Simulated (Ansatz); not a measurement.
A generator proposed this cell of Sr5I2.

```yaml
crystal:
  lattice:
    - [6.10467, 0.00000, 0.00000]
    - [0.00000, 6.10467, 0.00000]
    - [0.00000, 0.00000, 7.54972]
  atoms:
    - { symbol: Sr, position: [0.00000, 0.50000, 0.25860] }
    - { symbol: Sr, position: [0.50000, 0.00000, 0.74140] }
    - { symbol: Sr, position: [0.00000, 0.50000, 0.74140] }
    - { symbol: Sr, position: [0.50000, 0.00000, 0.25860] }
    - { symbol: Sr, position: [0.50000, 0.50000, 0.50000] }
    - { symbol: I, position: [0.50000, 0.50000, 0.77234] }
    - { symbol: I, position: [0.50000, 0.50000, 0.22766] }
```

Level of theory: DFT PBE, scalar-relativistic, plane waves, PAW (Ansatz). Settings: cutoff 420 eV, Γ-centred mesh 4×4×2 on the computed 7-atom cell, Gaussian smearing of 0.10 eV; no spin polarisation.

Energies over the elements count from the elements' standard structures at the same level, with no fitted energy shifts.

Question: What does a single point on this coarse mesh give?

Answer: The pressure is 24.9 GPa (the mean over three directions, positive in compression), the largest force is 23.27 eV/Å, and the energy is +2.35 eV/atom against the elements. The shortest distance is 2.06 Å, so close that the PAW spheres overlap strongly and these values are rough.

Question: How much does it gain on relaxing, and where does it end?

Answer: Relaxing gains about 2.7 eV/atom (the start's value is from the coarse mesh, so the gain is rough) in 37 ionic steps and ends at −0.37 eV/atom on the finer mesh. The symmetry stays P4/mmm (No. 123). The volume per atom grows by 71.4 %, from 40.2 to 68.9 Å³. The shortest distance goes from 2.06 Å (Sr–I) to 3.51 Å (Sr–I). The ratio c/a of the conventional cell changes by a factor of 2.33. Conventional cell: a = 5.508 Å, c = 15.894 Å. Around Sr on a site of symmetry 2mm lie 2 I at 3.51 Å, 4 Sr at 3.89 Å and 2 Sr at 4.39 Å; Sr on a site of symmetry 4/mmm has 8 Sr at 4.39 Å, 4 Sr at 5.51 Å and 2 I at 5.60 Å; around I lie 4 Sr at 3.51 Å, 1 I at 4.70 Å, 4 I at 5.51 Å and 1 Sr at 5.60 Å.

The last run used an 8×8×4 mesh (in the run's order of axes) for its 7-atom cell and Gaussian smearing of 0.10 eV. Weakly bound directions are ill-defined at this level, which has no dispersion term. These runs have no spin–orbit coupling, which can matter for I. The cell is a metal run without spin; a magnetic state may lie lower. The reference form of I is held partly by dispersion forces, which this level lacks. The relaxation can't lower the symmetry of the start. Symmetry constrained the relaxation, so the result can be a saddle point.
